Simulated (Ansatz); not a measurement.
ZnCdTeSe:
```
ZnCdTeSe
1.0
    3.69011     2.13028     0.00000
   -3.69011     2.13028     0.00000
   -0.00011     0.00000     7.12467
Zn Cd Te Se
1 1 1 1
Cartesian
  1.23026   2.13028   7.01710
 -1.23034   2.13028   3.72870
  1.22964   2.13028   2.51668
 -1.22986   2.13028   6.34454
```

Relaxed with PBEsol.

Which orbitals make up the states near the Fermi level in PBEsol (plane waves, PAW; program Ansatz)?

Within 0.5 eV of the Fermi level: Te 5p 84 %, Se 4p 6 %. Projections are on Löwdin-orthogonalised atomic valence shells; empty p or d shells of many metals are not among them.

Tabulate the density of states.

States/eV per cell of 4 atoms, in 0.25 eV bins, energy from the Fermi level.

```csv
E (eV),total,Zn 3d,Se 4p,Te 5p
-7.85,0.64,0.05,0.00,0.01
-7.60,0.00,0.00,0.00,0.00
-7.35,8.04,7.58,0.35,0.03
-7.10,29.52,28.34,0.40,0.16
-6.85,2.44,2.30,0.01,0.01
-6.60,0.00,0.00,0.00,0.00
-6.35,0.00,0.00,0.00,0.00
-6.10,0.00,0.00,0.00,0.00
-5.85,0.00,0.00,0.00,0.00
-5.60,0.15,0.00,0.08,0.02
-5.35,2.88,0.06,1.26,0.46
-5.10,3.11,0.08,1.15,0.67
-4.85,1.19,0.05,0.33,0.37
-4.60,2.01,0.06,0.39,0.81
-4.35,2.10,0.05,0.42,0.82
-4.10,1.43,0.04,0.48,0.39
-3.85,1.32,0.04,0.73,0.21
-3.60,1.98,0.05,1.21,0.39
-3.35,2.05,0.05,1.16,0.53
-3.10,2.36,0.05,1.33,0.70
-2.85,2.95,0.07,1.81,0.79
-2.60,3.45,0.08,2.04,1.01
-2.35,3.03,0.07,1.71,0.95
-2.10,3.19,0.08,1.49,1.32
-1.85,4.17,0.10,1.63,2.09
-1.60,2.88,0.05,0.80,1.78
-1.35,2.30,0.03,0.46,1.60
-1.10,2.08,0.02,0.34,1.54
-0.85,1.36,0.01,0.17,1.06
-0.60,0.95,0.01,0.07,0.79
-0.35,0.77,0.00,0.04,0.66
-0.10,0.28,0.00,0.01,0.25
0.15,0.01,0.00,0.00,0.00
0.40,0.05,0.00,0.01,0.01
0.65,0.09,0.00,0.02,0.01
0.90,0.17,0.00,0.03,0.02
1.15,0.24,0.00,0.05,0.02
1.40,0.45,0.00,0.08,0.04
1.65,1.35,0.00,0.21,0.12
1.90,1.75,0.00,0.28,0.15
2.15,1.70,0.00,0.26,0.16
2.40,2.19,0.00,0.31,0.24
2.65,2.18,0.00,0.28,0.29
2.90,2.86,0.00,0.32,0.38
3.15,2.00,0.00,0.25,0.30
3.40,1.39,0.00,0.16,0.13
3.65,1.90,0.00,0.12,0.12
3.90,3.84,0.00,0.18,0.23
4.15,1.94,0.00,0.06,0.10
4.40,1.83,0.00,0.05,0.09
4.65,4.42,0.00,0.13,0.21
```

Space group P3m1. The workflow started from a Materials Project entry (that database holds measured and hypothetical structures alike); the Crystallography Open Database copy checked does not list it. Whether it is the stable phase at ambient conditions was not checked. Symmetry was held in the PBEsol relaxation; whether a distortion lowers the energy is not shown. Scalar-relativistic: spin–orbit coupling is off unless named, which matters more the heavier the elements.

Potentials: the later of the program's two PAW sets.
